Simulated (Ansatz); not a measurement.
Sr2FeH6:
```
CELL_PARAMETERS angstrom
      0.00000     3.63031     3.63031
      3.63031     0.00000     3.63031
      3.63031     3.63031     0.00000
ATOMIC_POSITIONS crystal
  Sr 0.75000 0.75000 0.75000
  Sr 0.25000 0.25000 0.25000
  Fe 0.00000 0.00000 0.00000
  H  0.78107 0.78107 0.21893
  H  0.21893 0.21893 0.78107
  H  0.21893 0.78107 0.78107
  H  0.78107 0.21893 0.21893
  H  0.78107 0.21893 0.78107
  H  0.21893 0.78107 0.21893
```

This is the LDA-relaxed structure.

Task: All from plane-wave PAW LDA (Ansatz code), unless another level is named. Give the hole effective mass, band 3 of 3 at the edge.

Result: 3.2 along [100] (mₑ).

Task: What about the band gap?

Result: 1.11 eV (indirect).

Task: Predict the formation energy from the elements (no fitted shifts).

Result: -64 kJ/mol of atoms.

Task: Predict the weight of the valence-edge state by species (Voronoi cells).

Result: Fe 76 %, H 22 %, Sr 3 %.

Task: Give the conduction-band minimum.

Result: at X (3 equivalent valleys).

Space group Fm-3m. The workflow started from a Materials Project entry (that database holds measured and hypothetical structures alike); the Crystallography Open Database copy checked does not list it. Whether it is the stable phase at ambient conditions was not checked. Symmetry was held in the LDA relaxation; phonons on a q-mesh show no instability. The run is not spin-polarised. The references are the lowest solids computed at this level, not always the standard phases (solids in place of the gases). Spin–orbit coupling is left out wherever it is not named.

Potentials: the later of the program's two PAW sets.
